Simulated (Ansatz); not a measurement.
Total density of states per atom from plane-wave PAW PBEsol (Ansatz code), in 0.25 eV bins, energy from the Fermi level:

```
E (eV) | states/eV/atom
    -7.85 | ## 0.10
    -7.60 | ## 0.12
    -7.35 | ## 0.14
    -7.10 | ### 0.17
    -6.85 | #### 0.23
    -6.60 | ####### 0.43
    -6.35 | ####### 0.45
    -6.10 | ######### 0.61
    -5.85 | ############### 0.94
    -5.60 | ################### 1.20
    -5.35 | ##################### 1.32
    -5.10 | #################### 1.26
    -4.85 | ################### 1.23
    -4.60 | ################# 1.09
    -4.35 | ############ 0.79
    -4.10 | ############### 0.95
    -3.85 | ################# 1.11
    -3.60 | ################# 1.07
    -3.35 | ################### 1.20
    -3.10 | ###################### 1.43
    -2.85 | ################### 1.19
    -2.60 | ################# 1.07
    -2.35 | ################## 1.14
    -2.10 | ############################## 1.92
    -1.85 | ######################### 1.62
    -1.60 | ################## 1.18
    -1.35 | ################### 1.20
    -1.10 | ####################### 1.47
    -0.85 | ################### 1.19
    -0.60 | ############### 0.97
    -0.35 | ################## 1.17
    -0.10 | ############# 0.81
     0.15 | ######### 0.56
     0.40 | ###### 0.38
     0.65 | ##### 0.33
     0.90 | ####### 0.42
     1.15 | ######## 0.52
     1.40 | ###### 0.40
     1.65 | ### 0.21
     1.90 | # 0.09
     2.15 | ## 0.10
     2.40 | ##### 0.32
     2.65 | ############## 0.88
     2.90 | #################### 1.26
     3.15 | ################### 1.24
     3.40 | #################### 1.30
     3.65 | ######################### 1.61
     3.90 | ########### 0.71
     4.15 | ###### 0.37
     4.40 | ##### 0.34
     4.65 | ###### 0.38
```

Problem. Which of these materials gives this?
(A) HfIr3, Cu3Au type
(B) Hf, diamond
(C) HfO2, fluorite
(D) HfOs, CsCl type

Solution. A, HfIr3, Cu3Au type. Within 0.5 eV of the Fermi level: Ir 5d 74 %, Hf 5d 12 %, outside the projected shells 5 %. Projections are on Löwdin-orthogonalised atomic valence shells; empty p or d shells of many metals are not among them.

Space group Pm-3m (Cu3Au type). The workflow started from a Materials Project entry (that database holds measured and hypothetical structures alike); the Crystallography Open Database files this formula in space group No. 221, but the cells were not matched. Whether it is the stable phase at ambient conditions was not checked. Symmetry was held in the PBEsol relaxation; of distortions, only those at the zone centre were tested. The run is not spin-polarised. Scalar-relativistic: spin–orbit coupling is off unless named, which matters more the heavier the elements.

Potentials: the later of the program's two PAW sets.
